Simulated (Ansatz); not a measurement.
Clean, relaxed (101) slab of TiO₂ (I4_1/amd (No. 141)), 8 planes, outer planes O (top) and O (bottom):

```yaml
crystal:
  lattice:
    - [7.57474, 0.00000, 0.00000]
    - [-1.89369, 5.14665, 0.00000]
    - [0.00000, 0.00000, 21.86786]
  atoms:
    - { symbol: O, position: [0.15766, 0.63063, 0.36583] }
    - { symbol: O, position: [0.65766, 0.63063, 0.36583] }
    - { symbol: Ti, position: [0.06769, 0.27077, 0.39935] }
    - { symbol: Ti, position: [0.56769, 0.27077, 0.39935] }
    - { symbol: O, position: [0.29958, 0.19832, 0.40609] }
    - { symbol: O, position: [0.79958, 0.19832, 0.40609] }
    - { symbol: O, position: [0.47773, 0.91090, 0.43286] }
    - { symbol: O, position: [0.97773, 0.91090, 0.43286] }
    - { symbol: Ti, position: [0.20961, 0.83846, 0.43961] }
    - { symbol: Ti, position: [0.70961, 0.83846, 0.43961] }
    - { symbol: O, position: [0.11965, 0.47860, 0.47312] }
    - { symbol: O, position: [0.61965, 0.47860, 0.47312] }
    - { symbol: O, position: [0.22620, 0.90468, 0.52793] }
    - { symbol: O, position: [0.72620, 0.90468, 0.52793] }
    - { symbol: Ti, position: [0.13427, 0.53710, 0.56836] }
    - { symbol: Ti, position: [0.63427, 0.53710, 0.56836] }
    - { symbol: O, position: [0.36574, 0.46297, 0.56920] }
    - { symbol: O, position: [0.86574, 0.46297, 0.56920] }
    - { symbol: O, position: [0.54601, 0.18403, 0.60719] }
    - { symbol: O, position: [0.04601, 0.18403, 0.60719] }
    - { symbol: Ti, position: [0.26994, 0.07970, 0.59796] }
    - { symbol: Ti, position: [0.76994, 0.07970, 0.59796] }
    - { symbol: O, position: [0.19089, 0.76364, 0.63536] }
    - { symbol: O, position: [0.69089, 0.76364, 0.63536] }
```

Method: DFT PBE+D3(BJ), scalar-relativistic, plane waves, PAW in Ansatz. Plane waves to 420 eV, a k mesh through Γ of 2×3×1 on the computed 24-atom cell and Gaussian smearing (0.05 eV); no spin polarisation. A dipole correction removes the field between periodic images along c.

Molecules are relaxed on the top face of this slab, one a cell, from one to three starts each, in surface cells of the areas given, and the lowest end is kept. E_ads counts from the clean slab and the free molecule (negative is bound; no zero-point or thermal terms).

| molecule | E_ads (eV) | end | shortest contact (Å) | cell (Å²) |
| --- | --- | --- | --- | --- |
| H2O | -0.97 | whole | H–O 2.18 | 39 |
| Cl | -0.82 | whole | Cl–O 2.41 | 39 |
| H | -0.13 | whole | H–Ti 2.42 | 39 |

Q: What do you expect for HCOOH, with a cell of 39 Å²?

A: E_ads = -1.17 eV; it stays whole, with the shortest contact H–O 1.47 Å.